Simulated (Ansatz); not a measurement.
Polymorphs of SnC, each relaxed with DFT-PBE in the program Ansatz with PAW potentials:

A: wurtzite (P6_3mc)
a = b = 3.5915 Å, c = 5.8798 Å, α = β = 90.00°, γ = 120.00°

```
atom  site  symmetry       x       y       z
----  ----  --------  ------  ------  ------
Sn      2b       3m.  0.3333  0.6667  0.0003
C       2b       3m.  0.6667  0.3333  0.1247
```

B: CsCl type (Pm-3m)
a = 3.1039 Å, b = 3.1039 Å, c = 3.1039 Å, α = 90.00°, β = 90.00°, γ = 90.00°

```tsv
atom	site	symmetry	x	y	z
Sn	1a	m-3m	0.0000	0.0000	0.0000
C	1b	m-3m	0.5000	0.5000	0.5000
```

Problem. Rank these by energy per atom at 0 K (lowest first), as PBE gives it.

Solution. A (+0 meV/atom), B (+1279 meV/atom)

Problem. Give each one's gap.

Solution. A 0.80 eV; B no gap.

Constructed cells (a structure type filled with these elements, in neither database checked): B. Typed or built starts, not in the databases checked: A. All cells were relaxed under the symmetry of their starts (and spin orders); stability against distortions was not tested throughout. Spin–orbit coupling is left out wherever it is not named.

Energies hold the estimated change up to a 700 eV cutoff; steps of a few meV lie near the error of the meshes.

Potentials: the earlier of the program's two PAW sets.
